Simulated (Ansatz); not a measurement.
Values for one crystal, relaxed and computed with r²SCAN in the plane-wave PAW code Ansatz; other levels are named.

| Item | Value |
|---|---|
| Volume per atom | 20.26 Å³ |
| Electronic character | metallic (no gap) |
| Density of states at the Fermi level | 2.1 states/eV per atom (mean over ±0.08 eV) |
| Young's modulus | 71.5 GPa |
| Gap with spin–orbit coupling | none (metallic) |
| Poisson's ratio | 0.41 |
| Elastic constants (relaxed ions, GPa) | C11 = 149, C12 = 126, C44 = 43.6 |

**Question.** Pick the material that matches.
(A) NdTl, CsCl type
(B) LaAg, CsCl type
(C) LaTl, CsCl type
(D) ZrTa, CsCl type

**Answer.** D, ZrTa, CsCl type

Space group Pm-3m (CsCl type). The start of the workflow was typed in or built on a structure type; neither database checked (COD, Materials Project) lists it. Its standing as an ambient phase is unchecked. Symmetry was held in the r²SCAN relaxation; whether a distortion lowers the energy is not shown. No spin polarisation was allowed. Its formation energy is positive at this level, so the cell may be metastable or incomplete. As this level gives no gap, shear constants depend on the k-mesh and smearing (Fermi–Dirac, 0.1 eV here). Scalar-relativistic: spin–orbit coupling is off unless named, which matters more the heavier the elements.

Potentials: the later of the program's two PAW sets.
